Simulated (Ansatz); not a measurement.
The relaxed structure here is a generated cell of AlNi: the first start was made by placing the elements on the sites of a structure type, and the end was not matched to a known phase here, so it may be hypothetical. Known forms of AlNi include space group No. 221.

A relaxed structure of AlNi. Computed with r2SCAN (plane waves to 500 eV, PAW, scalar-relativistic; Ansatz, a first-principles code).

```
CELL_PARAMETERS angstrom
      2.33554    -1.34798     0.00000
      2.33554     1.34798     0.00000
     -1.55804     0.00000     3.87645
ATOMIC_POSITIONS crystal
  Ni 0.00000 0.00000 0.00000
  Al 0.50000 0.50000 0.50000
```

Determine the symmetry and give the standard cell with its independent sites.

Space group R-3m, hexagonal axes (No. 166); a = 2.6966 Å, b = 2.6966 Å, c = 11.6294 Å, α = 90.00°, β = 90.00°, γ = 120.00°

| atom | site | symmetry | x | y | z |
|---|---|---|---|---|---|
| Ni | 3a | -3m | 0.0000 | 0.0000 | 0.0000 |
| Al | 3b | -3m | 0.0000 | 0.0000 | 0.5000 |

This is the AFLOW prototype AB_hR2_166_a_b (L1_1, as in CuPt).

Give the shortest distances between elements (the closest pairs, up to four, under 3.6 Å).

Al–Ni 2.49 Å; Ni–Ni 2.70 Å; Al–Al 2.70 Å.

```json
{
 "volume_per_atom": "12.20 Å³",
 "density": "5.83 g/cm³",
 "band_gap": "zero (metallic)"
}
```

No spin polarisation in the result. A magnetic state may lie lower.

It was reached from a disturbed copy of a Immm (No. 71) cell, against which it lies -0.26 eV/atom.
